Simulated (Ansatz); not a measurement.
## Computed frozen-phonon scan: InP (zinc blende)

Relaxed InP (zinc blende):

```xyz
4
Lattice="0.0000 5.9598 5.9598 2.9799 0.0000 2.9799 2.9799 2.9799 0.0000" Properties=species:S:1:pos:R:3 pbc="T T T"
P      4.4698     4.4698     4.4698
P      4.4698     7.4497     7.4497
In     0.0000     0.0000     0.0000
In     2.9799     2.9799     5.9598
```

The atoms are displaced by Q × the pattern below (from a DFPT mode at L = (0.5, 0.0, 0.0), largest move 1; Q in Å), at fixed cell. It is one choice among 2 degenerate patterns. (q is in reciprocal vectors of the primitive cell; the cell shown is doubled to hold the pattern.)

```
atom       x       y       z
----  ------  ------  ------
P1     0.285  -0.520   0.805
P2    -0.285   0.520  -0.805
In3    0.067  -0.122   0.188
In4   -0.067   0.122  -0.188
```

All values below come from PBE (plane waves to 420 eV, PAW, scalar-relativistic; Ansatz, a quantum-chemistry and plane-wave program). k mesh 5×10×10 (Γ-centred), Fermi-Dirac smearing 0.05 eV. The energy includes the smearing's −TS. Compression counts positive. InP was relaxed with its symmetry unable to fall. The PAW data are Ansatz's earlier set. The zero of ΔE is the undisplaced structure.

```
Q (Å)   ΔE (meV/cell)  P (GPa)  −dE/dQ from forces (eV/Å)
------  -------------  -------  -------------------------
-0.280            939     3.13                      6.966
-0.233            645     2.15                      5.669
-0.187            409     1.36                      4.450
-0.140            228     0.76                      3.291
-0.093            101     0.33                      2.172
-0.047             25     0.08                      1.080
0.000               0     0.00                      0.000
0.047              25     0.08                     -1.080
0.093             101     0.33                     -2.172
0.140             228     0.76                     -3.291
0.187             409     1.36                     -4.450
0.233             645     2.15                     -5.669
0.280             939     3.13                     -6.966
```

Key numbers:

The energy at Q = 0.280 Å is 939 meV/cell. Space group of the distorted cell: P1 (No. 1), lowered from F-43m. Symmetry of the curve: even: the same for both signs. Shape of the curve: a single well with its minimum at or next to zero displacement. Harmonic wavenumber from the curvature (finite differences): 290 cm⁻¹. Wavenumber by perturbation theory (DFPT, on another k mesh): 290 cm⁻¹.

The 13 points together took around 16 core-minutes (rough).

(For displaced atoms, the force is minus the slope of the energy, and its curvature is a force constant, which sets phonon frequencies.)
